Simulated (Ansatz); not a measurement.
**Comparing deformations in Ta**

All numbers below come from Ansatz 0.2.0, DFT r2SCAN, scalar-relativistic, plane waves, PAW. Cutoff 500 eV, Γ-centred 20×20×20 k-points, Gaussian smearing of 0.15 eV. Spin–orbit coupling is left out, which can shift energies with elements as heavy as these. No spin polarisation. Energies are free energies at this smearing, counted from the undisturbed cell; pressure is positive in compression.

Reference structure (as given, not relaxed at this level; it stands at 0.5 GPa):

```yaml
crystal:
  lattice:
    - [-1.65128, 1.65128, 1.65128]
    - [1.65128, -1.65128, 1.65128]
    - [1.65128, 1.65128, -1.65128]
  atoms:
    - { symbol: Ta, position: [0.00000, 0.00000, 0.00000] }
```

The cell is strained by ε times a Voigt pattern (xx, yy, zz, yz, xz, xy; engineering shear) with fractional coordinates fixed. τ = (1/V0) dE/dε comes from the stress tensor. Of each scan, only the three points used here are listed.

```
           pattern        ε  τ (GPa)
(1, 1, 0, 0, 0, 0)  -0.0250   -25.68
(1, 1, 0, 0, 0, 0)   0.0000    -0.90
(1, 1, 0, 0, 0, 0)   0.0250    19.36
(0, 0, 1, 0, 0, 0)  -0.0250    -8.24
(0, 0, 1, 0, 0, 0)   0.0000    -0.45
(0, 0, 1, 0, 0, 0)   0.0250     6.10
(0, 0, 0, 0, 0, 1)  -0.0125    -1.02
(0, 0, 0, 0, 0, 1)   0.0000     0.00
(0, 0, 0, 0, 0, 1)   0.0125     1.02
(1, 0, 0, 0, 0, 0)  -0.0150    -5.00
(1, 0, 0, 0, 0, 0)   0.0000    -0.45
(1, 0, 0, 0, 0, 0)   0.0150     3.64
```

Problem. Which constants do the scans give, and which deformation costs least for the same size of strain tensor?

Solution. The slope dτ/dε at zero (parabola through three points) is pᵀCp: (1, 1, 0, 0, 0, 0) gives 2(C11 + C12) = 901 GPa; (0, 0, 1, 0, 0, 0) gives C11 = 287 GPa; (0, 0, 0, 0, 0, 1) gives C44 = 81 GPa; (1, 0, 0, 0, 0, 0) gives C11 = 288 GPa. The size of the strain tensor, ε:ε, is ε² times 2.0, 1.0, 0.5, 1.0. Per unit of it the stiffnesses are 450, 287, 163, 288 GPa, so (0, 0, 0, 0, 0, 1) is the softest of these: at ε:ε = (1 %)² the quadratic term costs 0.91 meV/atom against 2.53 for the stiffest.

Problem. What else follows for this cubic crystal?

Solution. From the unrounded slopes C11 = 288.0 and C12 = 162.4 GPa, so B = (C11 + 2 C12)/3 = 204 GPa and the Poisson ratio for a pull along a cube edge is C12/(C11 + C12) = 0.36.

Problem. How anisotropic is this cubic crystal?

Solution. Zener's ratio 2 C44/(C11 − C12) = 1.29; it is 1 for an isotropic solid.

In a metal these slopes depend on the k mesh and the smearing.